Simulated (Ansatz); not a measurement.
A crystal relaxed with r2SCAN in Ansatz 0.2.0 has space group Amm2 (No. 38) and a = 4.263 Å, b = 8.521 Å, c = 12.032 Å.

| atom | site | x | y | z |
| --- | --- | --- | --- | --- |
| As | 2a | 0.0000 | 0.5000 | 0.5000 |
| Xx | 4e | 0.5000 | 0.2503 | 0.7499 |
| Xx | 2a | 0.0000 | 0.5000 | 0.0006 |
| Ga | 2b | 0.5000 | 0.5000 | 0.3836 |
| Ga | 4d | 0.0000 | 0.7604 | 0.1206 |
| Ga | 2b | 0.5000 | 0.5000 | 0.8749 |

With r2SCAN the gap is 0.02 eV and direct, at Γ. (With 0.02 eV of smearing so small a gap leaves both edges partly filled, and it could close between the points sampled.) The HSE06 gap is direct at Γ: 0.17 eV. Meshes: r2SCAN 6×4×4, HSE06 4×2×2.

Problem. Which element is Xx?
A. V
B. P
C. Bi
D. Sb

Solution. D. Xx is Sb: an ordered 8-atom cell of Ga₄Sb₃As on the zincblende lattice (Amm2). Around As lie 4 Ga at 2.50–2.55 Å; around Sb lie 4 Ga at 2.61–2.67 Å; around Sb lie 4 Ga at 2.61–2.65 Å; around Ga lie 2 As at 2.55 Å and 2 Sb at 2.67 Å; around Ga lie 1 As at 2.50 Å and 3 Sb at 2.64–2.65 Å; around Ga lie 4 Sb at 2.61 Å.

Simulation only: spin-unpolarised, and no claim that this is the phase found in nature.

Spin-orbit coupling is left out, which matters wherever the heavy atoms make up the band edges.

The meshes of the hybrids are coarse, so their gaps aren't converged to the digits shown.
